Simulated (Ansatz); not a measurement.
A free-standing Janus 2H monolayer of CrSeTe, relaxed with r2SCAN in Ansatz 0.2.0. The sheet's in-plane cell has a = 3.352 Å, b = 3.352 Å (γ = 120.0°), and its outermost atoms lie 3.24 Å apart along the normal. Around Cr lie 3 Se at 2.44 Å and 3 Te at 2.61 Å; around Se lie 3 Cr at 2.44 Å; around Te lie 3 Cr at 2.61 Å.

The axes x, y and z are those of this cell:
```
CELL_PARAMETERS angstrom
3.35154 0.00000 0.00000
-1.67577 2.90252 0.00000
0.00000 0.00000 30.75283
ATOMIC_POSITIONS crystal
Cr 0.33333 0.66667 0.29549
Se 0.66667 0.33333 0.34386
Te 0.66667 0.33333 0.23861
```
The sheet repeats along a and b alone.

Unstrained: With PBE the valence top lies at Γ and the conduction bottom at K, 0.561 eV higher; the smallest vertical gap, at K, is 0.642 eV. With r2SCAN the valence top lies at Γ and the conduction bottom at K, 0.599 eV higher; the smallest vertical gap, at K, is 0.671 eV. The HSE06 gap is direct at K: 1.012 eV. Meshes: PBE 12×12×1, r2SCAN 12×12×1, HSE06 6×6×1. Strains are changes of length per length. After each strain the atoms were relaxed again with r2SCAN within the symmetry that the strain leaves, so tilts or polar shifts that break it weren't tested; points keep the names that they have in the unstrained zone. Values at 0 K without nuclear motion; spin polarisation is off, and the phase may be a hypothetical one.

**Question.** Apply in-plane biaxial -1.0 %. How far does the gap move, against the unstrained cell?

**Answer.** PBE: the gap goes from 0.561 to 0.677 eV (+0.116 eV); the edges go from Γ → K to Γ–K (0.09) → K; with r2SCAN the top three valence levels at Γ, grouped 1+2 from the top over 794 meV, become 1+2 over 691 meV. r2SCAN: the gap goes from 0.599 to 0.715 eV (+0.116 eV); it turns from indirect (Γ → K) to direct (K). HSE06: the gap goes from 1.012 to 1.084 eV (+0.072 eV). The r2SCAN energy rises by 2.4 meV an atom.

**Question.** Estimate what in-plane biaxial -4.0 % does to the gap.

**Answer.** PBE: the gap goes from 0.561 to 0.847 eV (+0.286 eV); it turns from indirect (Γ → K) to direct (K); with r2SCAN the top three valence levels at Γ, grouped 1+2 from the top over 794 meV, become 1+2 over 331 meV. r2SCAN: the gap goes from 0.599 to 0.885 eV (+0.286 eV); it turns from indirect (Γ → K) to direct (K). HSE06: the gap goes from 1.012 to 1.349 eV (+0.337 eV). The r2SCAN energy rises by 42.0 meV an atom.

No spin-orbit coupling is included; it can move band edges with weight on the heavy atoms by tenths of an eV.

The meshes of the hybrids are coarse, so their gaps aren't converged to the digits shown.

The splittings at Γ are without spin-orbit coupling, which regroups them where it is of like size or larger.
